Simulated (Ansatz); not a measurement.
Level of theory: DFT, PBEsol, scalar-relativistic, no spin polarisation; plane waves to 420 eV with PAW datasets (Ansatz 0.2.0), 10×10×6 k-mesh, Gaussian smearing of 0.05 eV; PAW files: Ansatz's generated set soft_2.

A crystal of composition XF2, relaxed at this level of theory, gives this pattern between 10° and 80°.

Cu Kα1 powder pattern (kinematic, no thermal factors).
| 2θ (°) | relative intensity |
| --- | --- |
| 17.21 | 77 |
| 28.80 | 50 |
| 33.74 | 100 |
| 34.83 | 7 |
| 45.80 | 50 |
| 51.02 | 22 |
| 53.35 | 5 |
| 54.25 | 22 |
| 59.64 | 7 |
| 61.76 | 16 |
| 62.57 | 16 |
| 63.26 | 8 |
| 70.96 | 13 |
| 73.54 | 2 |
| 76.94 | 9 |

Which lattice and cell does the pattern come from?

Trigonal, space group P-3m1 (No. 164), a = 3.577 Å, b = 3.577 Å, c = 5.147 Å, α = 90.00°, β = 90.00°, γ = 120.00°. The line positions fix the lattice at most, not the space group, and lines under 1 % of the strongest aren't listed; this is the group of the computed cell.

The calculation on XF2, where X is one element, gave:

```
Band gap                                              : zero (metallic)
Density of states at the Fermi level                  : 1.3 states/(eV·atom)
f electrons (orthogonalised atomic orbitals)          : X 0.28
Formation energy from the elements (0 K, uncorrected) : -3.23 eV/atom
```

Sites: X on 1a, F on 2d.

Which element is X?
A. Ba
B. La
C. Pr
D. Cs

B. X is La, so the compound is LaF2.

This is a trial structure made by placing the elements on a prototype's sites, so it needn't be the stable form.

Spin–orbit coupling, which matters for such heavy elements, is left out. The cell is a metal with an odd number of electrons, and spin polarisation wasn't tried.
